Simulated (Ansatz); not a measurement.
Input and command of a plane-wave DFT calculation in Ansatz:

```yaml
crystal:
  lattice:
    - [3.1987904364, 0.0, 0.0]
    - [-1.5993952182, 2.7702337793, 0.0]
    - [0.0, 0.0, 3.5863814483]
  atoms:
    - { symbol: Zr, position: [0.0, 0.0, 0.0] }
    - { symbol: B, position: [0.3333333333, 0.6666666667, 0.5] }
    - { symbol: B, position: [0.6666666667, 0.3333333333, 0.5] }
basis:
  ecutwfc: 500
kpoints:
  mp_grid: { grid: [18, 18, 12] }
hamiltonian:
  xc: r2scan
scf:
  occupations: { method: gaussian, width: 0.1 }
output:
  forces: true
  stress: true
  eigenvalues: true
relax:
  adjacent_minimum: "off"
  f_tol: 0.01
  max_steps: 30
  cell: { stress_tol: 0.1, fix: [volume] }
```

```bash
ansatz run input.yaml --threads 1 --pin off --max-ram 2560MiB --backend cpu --events-out ev --progress --plain --runs-dir out
```

Processor: Arm Neoverse V2, 1 thread, on a host shared with other jobs.

How long does it run, and how much memory does it take?

About 49 s on 1 thread of Arm Neoverse V2 (shared host), peak memory 0.49 GiB. It solves 13 bands at 259 k points (the mesh reduced by symmetry) with about 799 plane waves, in 18 SCF iterations over 4 ionic steps.
